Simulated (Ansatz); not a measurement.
This ZrTi3C4 structure is the end of a relaxation. The cell was found from a structure generator's guess, not taken from experiment.

These are results of Ansatz 0.2.0, DFT PBE, scalar-relativistic, plane waves, PAW, not measurements. Cutoff 420 eV, Γ-centred mesh, Gaussian smearing, no spin polarisation.

```xyz
8
Lattice="3.1379 0.0000 0.0000 0.0000 4.4471 0.0000 0.0000 0.0000 6.2747" Properties=species:S:1:pos:R:3 pbc="T T T"
Zr    1.5690    2.2235    3.1374
Ti    0.0000    0.0000    1.5318
Ti    0.0000    0.0000    4.7429
Ti    1.5690    2.2235    0.0000
C     0.0000    2.2235    4.7866
C     1.5690    0.0000    0.0000
C     0.0000    2.2235    1.4881
C     1.5690    0.0000    3.1374
```

Formation energies are uncorrected and refer to the elements' standard structures at the same level.

(1) Find its symmetry and describe it.

(2) How far does it lie from the elements in energy?

(3) Is it a metal?

Answers

(1) Pmmm (No. 47), with Zr and Ti ordered on rock salt sites. Conventional cell: a = 3.138 Å, b = 4.447 Å, c = 6.275 Å. Around Zr lie 6 C at 2.22–2.28 Å, 10 Ti at 3.14–3.16 Å and 2 Zr at 3.14 Å; Ti on a site of symmetry mm2 has 6 C at 2.19–2.24 Å, 8 Ti at 3.06–3.21 Å and 4 Zr at 3.16 Å; Ti on a site of symmetry mmm has 6 C at 2.16–2.22 Å, 10 Ti at 3.12–3.14 Å and 2 Zr at 3.14 Å; C on a site of symmetry mm2 is surrounded by 4 Ti at 2.16–2.22 Å and 2 Zr at 2.28 Å; 2 more sites not described.

(2) −0.78 eV/atom. A negative formation energy is needed for stability but isn't enough: competing phases decide.

(3) Yes, bands cross the Fermi level on the 12×8×6 mesh.

The last run used a 12×8×6 mesh (in the run's order of axes) for its 8-atom cell and Gaussian smearing of 0.10 eV. The reference form of C is held partly by dispersion forces, which this level lacks. A structure relaxed within its symmetry needn't be a true minimum.
